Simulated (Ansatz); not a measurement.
ZnInGaO4:
```cif
data_Ga3In3O12Zn3
_chemical_formula_sum 'Zn3 In3 Ga3 O12'
_space_group_name_H-M_alt 'R3m :H'
_space_group_IT_number 160
_space_group_name_Hall 'R 3 -2"'
_cell_length_a 3.35603
_cell_length_b 3.35603
_cell_length_c 26.11415
_cell_angle_alpha 90.000
_cell_angle_beta 90.000
_cell_angle_gamma 120.000
loop_
_atom_site_label
_atom_site_type_symbol
_atom_site_symmetry_multiplicity
_atom_site_Wyckoff_symbol
_atom_site_fract_x
_atom_site_fract_y
_atom_site_fract_z
_atom_site_occupancy
Zn1 Zn 3 a 0.00000 0.00000 0.21881 1
In1 In 3 a 0.00000 0.00000 0.00308 1
Ga1 Ga 3 a 0.00000 0.00000 0.78705 1
O1 O 3 a 0.00000 0.00000 0.29529 1
O2 O 3 a 0.00000 0.00000 0.71123 1
O3 O 3 a 0.00000 0.00000 0.12103 1
O4 O 3 a 0.00000 0.00000 0.86352 1
```
(The calculation used a cell of 7 atoms; values per cell refer to that cell.)

Relaxed with PBE.

Which orbitals make up the states near the band edges in plane-wave PAW PBE (Ansatz code)?

Top 1 eV of the valence band: O 2p 88 %, Zn 3d 8 %. Bottom 1 eV of the conduction band: O 2s 24 %, In 5s 19 %, Ga 4s 18 %, O 2p 18 %, Zn 4s 13 %. Projections are on Löwdin-orthogonalised atomic valence shells; empty p or d shells of many metals are not among them.

Tabulate the density of states.

States/eV per cell of 7 atoms, in 0.25 eV bins, energy from the valence-band maximum.

| E (eV) | total | O 2p | Zn 3d | In 5s |
|---|---|---|---|---|
| -7.85 | 0.00 | 0.00 | 0.00 | 0.00 |
| -7.60 | 0.00 | 0.00 | 0.00 | 0.00 |
| -7.35 | 0.00 | 0.00 | 0.00 | 0.00 |
| -7.10 | 0.00 | 0.00 | 0.00 | 0.00 |
| -6.85 | 0.02 | 0.01 | 0.00 | 0.00 |
| -6.60 | 1.87 | 1.10 | 0.07 | 0.02 |
| -6.35 | 2.31 | 1.38 | 0.10 | 0.03 |
| -6.10 | 0.96 | 0.57 | 0.06 | 0.03 |
| -5.85 | 0.73 | 0.42 | 0.06 | 0.03 |
| -5.60 | 0.65 | 0.37 | 0.08 | 0.04 |
| -5.35 | 1.22 | 0.64 | 0.26 | 0.08 |
| -5.10 | 8.36 | 3.91 | 2.64 | 1.03 |
| -4.85 | 8.83 | 3.28 | 4.57 | 0.17 |
| -4.60 | 8.71 | 2.85 | 5.12 | 0.09 |
| -4.35 | 6.00 | 2.10 | 3.25 | 0.13 |
| -4.10 | 8.09 | 2.55 | 4.63 | 0.26 |
| -3.85 | 10.68 | 1.94 | 8.10 | 0.11 |
| -3.60 | 5.42 | 2.59 | 2.05 | 0.07 |
| -3.35 | 6.45 | 3.43 | 2.06 | 0.08 |
| -3.10 | 3.69 | 2.10 | 1.00 | 0.07 |
| -2.85 | 4.38 | 2.90 | 0.78 | 0.06 |
| -2.60 | 4.54 | 3.22 | 0.61 | 0.05 |
| -2.35 | 4.95 | 3.79 | 0.47 | 0.04 |
| -2.10 | 5.33 | 4.22 | 0.44 | 0.03 |
| -1.85 | 3.33 | 2.69 | 0.26 | 0.01 |
| -1.60 | 5.08 | 4.18 | 0.39 | 0.01 |
| -1.35 | 5.15 | 4.39 | 0.35 | 0.00 |
| -1.10 | 5.37 | 4.70 | 0.33 | 0.01 |
| -0.85 | 7.27 | 6.46 | 0.44 | 0.01 |
| -0.60 | 6.42 | 5.64 | 0.51 | 0.00 |
| -0.35 | 8.72 | 7.68 | 0.81 | 0.00 |
| -0.10 | 1.49 | 1.22 | 0.24 | 0.00 |
| 0.15 | 0.00 | 0.00 | 0.00 | 0.00 |
| 0.40 | 0.00 | 0.00 | 0.00 | 0.00 |
| 0.65 | 0.00 | 0.00 | 0.00 | 0.00 |
| 0.90 | 0.00 | 0.00 | 0.00 | 0.00 |
| 1.15 | 0.00 | 0.00 | 0.00 | 0.00 |
| 1.40 | 0.03 | 0.00 | 0.00 | 0.01 |
| 1.65 | 0.06 | 0.01 | 0.00 | 0.01 |
| 1.90 | 0.08 | 0.02 | 0.00 | 0.02 |
| 2.15 | 0.12 | 0.03 | 0.00 | 0.02 |
| 2.40 | 0.16 | 0.04 | 0.00 | 0.03 |
| 2.65 | 0.20 | 0.05 | 0.00 | 0.04 |
| 2.90 | 0.23 | 0.06 | 0.00 | 0.04 |
| 3.15 | 0.30 | 0.08 | 0.00 | 0.04 |
| 3.40 | 0.37 | 0.10 | 0.00 | 0.05 |
| 3.65 | 0.44 | 0.13 | 0.00 | 0.06 |
| 3.90 | 0.54 | 0.16 | 0.00 | 0.08 |
| 4.15 | 0.67 | 0.20 | 0.00 | 0.10 |
| 4.40 | 0.83 | 0.25 | 0.00 | 0.13 |
| 4.65 | 0.96 | 0.28 | 0.00 | 0.17 |
| 4.90 | 1.22 | 0.34 | 0.00 | 0.25 |
| 5.15 | 2.11 | 0.52 | 0.00 | 0.51 |
| 5.40 | 2.42 | 0.62 | 0.00 | 0.64 |
| 5.65 | 2.44 | 0.64 | 0.00 | 0.63 |
| 5.90 | 2.45 | 0.62 | 0.00 | 0.61 |

The PBE relaxation kept the symmetry of its start. Scalar-relativistic: spin–orbit coupling is off unless named, which matters more the heavier the elements.

Potentials: the earlier of the program's two PAW sets.
